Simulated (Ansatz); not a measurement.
ZnO:
Space group P6₃/mmc (No. 194); a = b = 2.9778 Å, c = 5.1186 Å, α = β = 90.00°, γ = 120.00°

```json
[
 {"atom": "Zn", "site": "2a", "symmetry": "-3m.", "x": "0.0000", "y": "0.0000", "z": "0.0000"},
 {"atom": "O", "site": "2c", "symmetry": "-6m2", "x": "0.3333", "y": "0.6667", "z": "0.2500"}
]
```

Relaxed with PBEsol. DFT-PBEsol in the program Ansatz with PAW potentials gives a gap of 0.68 eV.

Problem. What gap does HSE06 give on the same cell (Ansatz, PAW)?

Solution. 2.50 eV, 1.82 eV more. The hybrid was solved on a coarser mesh and at special points; the gap given is the minimum over both.

| k | v1 PBEsol | c1 PBEsol | v1 HSE06 | c1 HSE06 |
|---|---|---|---|---|
| Γ | 0.00 | 0.68 | 0.00 | 2.50 |
| A | -0.55 | 3.77 | … | … |
| K | -1.86 | 6.01 | … | … |
| M | -0.05 | 5.94 | … | … |
| L | -1.20 | 5.06 | … | … |

Problem. Top valence (v1) and lowest conduction level (c1) in eV from each method's valence maximum (which need not be a listed point): supply the withheld HSE06 values.

Solution. 
- A, v1 HSE06: -0.50
- A, c1 HSE06: 5.69
- M, v1 HSE06: -0.07
- M, c1 HSE06: 7.94
- K, v1 HSE06: -2.02
- K, c1 HSE06: 8.33
- L, v1 HSE06: -1.25
- L, c1 HSE06: 7.14

Cost on shared cores: the PBEsol run (SCF on a 11×11×6 mesh, then bands and DOS) roughly 30 core-seconds, the HSE06 run (SCF on 8×8×4, then a few points) very roughly 5 core-minutes; the tasks are unlike.

Space group P6_3/mmc (NiAs type). The start of the workflow was typed in or built on a structure type; the Crystallography Open Database copy checked does not list it. It is not the phase usual at ambient conditions (space group No. 186). Symmetry was held in the PBEsol relaxation; whether a distortion lowers the energy is not shown.

Potentials: the earlier of the program's two PAW sets. The files were generated under PBE; for other functionals the program regenerates the frozen cores, and for LDA and PBEsol the local potential too.
